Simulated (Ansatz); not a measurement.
Crystals of one structure type (cubic perovskite) and one family of elements, relaxed and computed with HSE06 in the plane-wave PAW code Ansatz.

| crystal | V (Å³/atom) | B₀ by P(V) fit (GPa) |
|---|---|---|
| CaTiO3 | 11.35 | 199 |
| SrTiO3 | 11.81 | 193 |
| BaTiO3 | 12.58 | 186 |
| SrZrO3 | 14.16 | 168 |
| BaHfO3 | 14.55 | 170 |
| BaZrO3 | 14.73 | ? |

Question: Fit a straight line to ln B₀ against ln V and predict the withheld value.

Answer: Least squares on the 5 shown rows: ln B₀ = -0.68 × ln V + (6.943), with a scatter of 1 %. For BaZrO3 this gives 166. The run itself gave 165, within the scatter.

Not the usual ambient phase: BaTiO3, cubic perovskite. Standing as an ambient phase not checked: CaTiO3, cubic perovskite; SrZrO3, cubic perovskite. All cells were relaxed under the symmetry of their starts (and spin orders); stability against distortions was not tested throughout. Rows with no word on spin ran without spin polarisation. Spin–orbit coupling is left out wherever it is not named.

Potentials: the later of the program's two PAW sets.
